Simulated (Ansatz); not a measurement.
SiO₂: computed property card

SiO2:
```yaml
crystal:
  lattice:
    - [2.82133, 0.00000, 0.00000]
    - [0.00000, 2.82133, 0.00000]
    - [0.00000, 0.00000, 8.60539]
  atoms:
    - { symbol: Si, position: [0.00000, 0.00000, 0.00000] }
    - { symbol: Si, position: [0.50000, 0.50000, 0.50000] }
    - { symbol: O, position: [0.00000, 0.50000, 0.09925] }
    - { symbol: O, position: [0.00000, 0.50000, 0.59925] }
    - { symbol: O, position: [0.50000, 0.00000, 0.40075] }
    - { symbol: O, position: [0.50000, 0.00000, 0.90075] }
```

Space group P4_2/nmc (No. 137); conventional cell a = b = 2.821 Å, c = 8.605 Å, α = β = γ = 90.00°.

Method: plane-wave PAW PBEsol (Ansatz code). The cell and atoms are relaxed at this level. Other levels are named where they apply.

### Cell and energy

| Item | Value |
|---|---|
| Volume per atom | 11.42 Å³ |
| Density | 2.91 g/cm³ |
| Formation energy from the elements (no fitted shifts) | -2.58 eV/atom |

### Electronic structure

| Property | Result |
|---|---|
| Band gap | 5.04 eV (indirect) |
| Valence-band maximum | on the M–Γ line, 48 % of the way from M |
| Conduction-band minimum | at Γ |
| Smallest direct gap on the standard path | 5.35 eV |
| Electron effective mass | 0.41, 0.41, 0.68 mₑ (principal values) |
| HSE06 gap on the PBEsol cell | 7.04 eV |

### Mechanics

| Property | Value |
|---|---|
| Elastic constants (relaxed ions, GPa) | C11 = 378, C12 = -31.2, C13 = 13.5, C33 = 10.9, C44 = 8.8, C66 = 44.3 |
| Mechanical stability | stable (all eigenvalues of C positive) |

### Dielectric response

| Item | Value |
|---|---|
| Electronic dielectric constant ε∞ (DFPT) | 2.89 (xx = yy), 2.35 (zz) |
| Static dielectric constant ε0 (ions relaxed, cell fixed) | 6.26 (xx = yy), 2.89 (zz) |
| Born charges (a third of the trace) | Si +3.13, O -1.56 e |

### Phonons

| Quantity | Result |
|---|---|
| Highest zone-centre frequency (without LO–TO term) | 914 cm⁻¹ |
| Zone-centre stability | no imaginary mode at Γ |
| Dynamical stability on the path | stable (no imaginary branch) |
| Zero-point energy | 102.4 meV/atom |
| Vibrational entropy at 300 K | 12.5 J/(K·mol of atoms) |

A made-up cell: these elements were put on the sites of a structure type; neither database checked (COD, Materials Project) lists it. It is not the phase usual at ambient conditions (space group No. 92, 152, 154). The PBEsol relaxation kept the symmetry of its start. The references are the lowest solids computed at this level, not always the standard phases (solids in place of the gases).

Potentials: the earlier of the program's two PAW sets. The files were generated under PBE; for other functionals the program regenerates the frozen cores, and for LDA and PBEsol the local potential too.
